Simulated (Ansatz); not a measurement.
Given:

PbSe (rock salt)

```
PbSe
1.0
    0.00000     6.21766     6.21766
    3.10883     0.00000     3.10883
    3.10883     3.10883     0.00000
Se Pb
2 2
Direct
  0.00000   0.00000   0.00000
  0.50000   0.00000   0.00000
  0.25000   0.50000   0.50000
  0.75000   0.50000   0.50000
```

The atoms are displaced by Q × the pattern below (from a DFPT mode at L = (0.5, 0.0, 0.0), largest move 1; Q in Å), at fixed cell. It is one choice among 2 degenerate patterns. (q is in reciprocal vectors of the primitive cell; the cell shown is doubled to hold the pattern.)

```csv
atom,x,y,z
Se1,-0.285,0.520,-0.805
Se2,0.285,-0.520,0.805
```

Atoms not listed stay in place.

Calculation: PBE (plane waves to 420 eV, PAW, scalar-relativistic; Ansatz, an electronic-structure program). k mesh 9×9×9 (Γ-centred), Fermi-Dirac smearing 0.05 eV. Energies are smeared free energies. PbSe was relaxed with its symmetry unable to fall. Spin-orbit coupling is left out, though Pb is heavy. The PAW data are Ansatz's earlier set. The zero of ΔE is the undisplaced structure.

The scan covers Q from -0.280 to 0.280 Å in 13 points.

Task: Which space group does the distorted structure have?

Result: P-1 (No. 2), lowered from Fm-3m.

Task: Is this a single well or a double well?

Result: A single well with its minimum at or next to zero displacement.

Task: What is the energy change at Q = 0.280 Å?

Result: 305 meV/cell.

Task: What harmonic wavenumber does the curvature at Q = 0 give?

Result: 115 cm⁻¹.

(A displaced cell: forces are minus the slopes of the energy, force constants its curvatures, and phonons follow from these.)
